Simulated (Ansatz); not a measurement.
## A plane-wave run on NaZn₄Te₃

Input file of Ansatz 0.2.0:

```yaml
crystal:
  lattice:
    - [2.22942, 3.861462, 0.0]
    - [-2.22942, 3.861462, 0.0]
    - [0.0, -2.574308, 11.713712]
  atoms:
    - { symbol: Na, position: [0.5, 0.5, 0.5] }
    - { symbol: Zn, position: [0.09206, 0.09206, 0.27618] }
    - { symbol: Zn, position: [0.90794, 0.90794, 0.72382] }
    - { symbol: Zn, position: [0.3006, 0.3006, 0.9018] }
    - { symbol: Zn, position: [0.6994, 0.6994, 0.0982] }
    - { symbol: Te, position: [0.22599, 0.22599, 0.67797] }
    - { symbol: Te, position: [0.77401, 0.77401, 0.32203] }
    - { symbol: Te, position: [0.0, 0.0, 0.0] }
  symmetry: { tolerance: 0.0003 }
kpoints:
  mp_grid: { grid: [8, 8, 8], shift: [0, 0, 0] }
  band_path:
    path:
      - [0.0, 0.0, 0.0]
      - [0.0, 0.0, 0.5]
      - [0.3252836, -0.3252836, 0.5]
      - [0.3252836, -0.3494328, 0.1747164]
      - [0.5, 0.0, 0.0]
      - [0.0, 0.0, 0.0]
      - [0.3373582, -0.3373582, 0.0]
      - [0.3252836, -0.3373582, 0.3373582]
      - [0.0, -0.5, 0.5]
      - [0.0, 0.0, 0.0]
    npoints: 6
magnetization:
  spin_polarized: false
scf:
  occupations: { method: fermi_dirac }
  lower_state_search: "off"
  max_iter: 200
hamiltonian:
  pseudopotentials: { kind: paw }
  xc: pbe
basis:
  ecutwfc: 420
  fft_grid_basis: typed
output:
  forces: true
  stress: true
  eigenvalues: true
  bader: true
  populations: true
  elf: true
  write_potential: true
  volumetric_format: npy
  dos:
    e_range: [-12, 8]
    de: 0.05
    projected: { site_lists: { Na: [Na], Te: [Te], Zn: [Zn] } }
checkpoint:
  read: saved_state
```

The saved state is an earlier solution for the same cell, perhaps on another mesh. 

Excerpt of what it printed:

```
Warning: crystal.lattice misses the space group found at crystal.symmetry.tolerance 3.0e-4 in a digit that the deck types, which is why this is a warning: making the lattice exact moves one of its numbers by a whole unit of that number's last typed decimal, or more. The operation that it misses by the most changes a squared length by the fraction 3.01e-6.
Pseudopotentials: kind: paw
Pseudopotential: Na, paw, valence charge 9, recommended cutoff 420 eV (normal), Na.paw.azcp
Pseudopotential: Zn, paw, valence charge 12, recommended cutoff 420 eV (normal), Zn.paw.azcp
Pseudopotential: Te, paw, valence charge 16, recommended cutoff 420 eV (normal), Te.paw.azcp
Functional definition: PBE
  exchange = pbe_x(kappa = kappa, mu = beta*pi^2/3)
  correlation = pbe_c(beta = beta)
Crystal: 8 atoms, lattice volume = 201.682 Å³
Basis set: ecut = 420 eV, 3945 PW (Γ), exchange–correlation on 60×60×162 points (8 copies of the dense FFT grid, shifted against one another)
Bands: 63, of which v1, the nominal top of the filled ones, is band 53 counted from 1 (52 counted from 0)
Symmetry: 12 space group operations
Space group: R-3m (ITA 166), of the structure as read, at distance tolerance 1.8e-3 Å
k-points: 65 of 512
Initial density: read from a saved state, or passed on in memory by an earlier SCF of this step, an earlier step, the calling program or the single point that the run made first
Functional: x = pbe(κ = 0.804, μ = 0.2195), c = pbe(β = 0.0667)
SCF iter   1: F=—  Δρ=9.27e-4  dr2=7.42e-3
SCF iter   2: F=—  Δρ=5.11e-4  dr2=6.87e-4
SCF iter   3: F=—  Δρ=6.36e-4  dr2=6.73e-4
SCF iter   4: F=—  Δρ=2.77e-4  dr2=9.19e-5
SCF iter   5: F=—  Δρ=3.98e-5  dr2=7.10e-6
SCF iter   6: F=—  Δρ=1.19e-5  dr2=5.51e-7
SCF iter   7: F=-35702.7749 eV  Δρ=3.76e-6  dr2=5.72e-8
Free energy (F): -35702.7749 eV
Harris-Foulkes:  -35702.7749 eV  (|F-HF|=1.50e-8)
Internal energy: -35702.6395 eV  (E = F + TS)
E sigma→0 (E₀):  -35702.7072 eV
Entropy (-TS):   -0.1354 eV (-16.930 meV/atom)
Fermi energy:    8.8321 eV
--- Per-component energies (eV) ---
  E_band       = -950.1343
  E_kinetic    = 1190.6875
  E_local      = -13019.6792  (includes V_loc(G=0)·N_el)
  E_nonlocal   = 1633.8580
  E_hartree    = 6286.4480
  E_xc         = -962.4826
  E_vxc        = -572.3579  (∫ρ·V_xc dr)
  E_paw        = -21554.6927  (= ΣΔE_a)
  E_vpaw       = -2755.5288  (= ΣTr[D̂ρ^β])
  E_aug_tail   = -0.0021  (compensation charges beyond the density's cutoff)
  E_ewald      = -9276.7765
  E_smearing   = -0.1354  (= −TS)
--- Forces (eV/Å), atoms counted from 1 ---
  atom   1  Na     0.0000     0.0000     0.0000
  atom   2  Zn     0.0000     0.0000    -0.4795
  atom   3  Zn     0.0000     0.0000     0.4795
  atom   4  Zn     0.0000     0.0000     0.7526
  atom   5  Zn     0.0000     0.0000    -0.7526
  atom   6  Te     0.0000     0.0000    -1.2655
  atom   7  Te     0.0000     0.0000     1.2655
  atom   8  Te     0.0000     0.0000     0.0000
--- Stress (GPa, compression-positive) ---
        5.5487       0.0000       0.0000
        0.0000       5.5487       0.0000
        0.0000       0.0000       4.7210
  P = ⅓ Tr σ = 5.2728 GPa (52.728 kbar)
```

Absolute energies hang on the potentials; compare differences alone.

Origin: a known structure type with other elements, at an estimated volume, so it need not be a known compound. Caveats: odd electron count without spin polarisation, so a magnetic state may lie lower.
